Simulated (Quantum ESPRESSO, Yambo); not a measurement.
# Quasiparticle gap of LiHS

```cif
data_H4Li4S4
_chemical_formula_sum 'H4 Li4 S4'
_space_group_name_H-M_alt 'Pmc21'
_space_group_IT_number 26
_space_group_name_Hall 'P 2c -2'
_cell_length_a 6.10113
_cell_length_b 3.92342
_cell_length_c 7.83277
_cell_angle_alpha 90.000
_cell_angle_beta 90.000
_cell_angle_gamma 90.000
loop_
_atom_site_label
_atom_site_type_symbol
_atom_site_symmetry_multiplicity
_atom_site_Wyckoff_symbol
_atom_site_fract_x
_atom_site_fract_y
_atom_site_fract_z
_atom_site_occupancy
H1 H 2 a 0.00000 0.01052 0.93413 1
H2 H 2 b 0.50000 0.12497 0.99904 1
Li1 Li 4 c 0.24984 0.49683 0.24852 1
S1 S 2 a 0.00000 0.00315 0.76280 1
S2 S 2 b 0.50000 0.53297 0.49959 1
```

The geometry is that of Materials Project entry mp-644419, symmetrised and not relaxed again.

Starting point: norm-conserving PBEsol (Quantum ESPRESSO, 74 Ry, no spin-orbit coupling). G0W0 in Yambo: 2×4×1 Γ-centred k mesh, bands 5 to 257 and a 7 Ry block in the screening, 257 bands in G with the Bruneval-Gonze terminator, plasmon pole fitted at 27.2 eV.

```
Property                                            Result
-------------------------------------------------  -------
PBEsol gap along the band path                     3.37 eV
PBEsol gap between the mesh's edge points (Γ → Γ)  3.37 eV
G0W0 gap between the same points                   5.80 eV
```

```csv
k point,band,E PBEsol (eV),E QP (eV),shift (eV),Z
Γ,VB,0.00,-1.49,-1.49,0.80
Γ,CB,3.37,4.31,0.95,0.83
"(0, -0.5, 0)",VB,-0.50,-2.08,-1.58,0.80
"(0, -0.5, 0)",CB,4.08,4.96,0.88,0.84
"(-0.5, 0, 0)",VB,-0.46,-1.98,-1.52,0.80
"(-0.5, 0, 0)",CB,3.82,4.93,1.11,0.82
"(-0.5, -0.5, 0)",VB,-0.42,-2.00,-1.57,0.80
"(-0.5, -0.5, 0)",CB,4.11,5.26,1.15,0.82
```

Energies count from the PBEsol valence-band maximum.

Nearest settings tried, and what they do to the gap: 162 bands in W, 162 bands in G: -16 meV; 6 Ry block (319 vectors against 395): -30 meV; 1×2×1 mesh: -195 meV. So the settings aren't converged at that level. The k mesh is coarse.
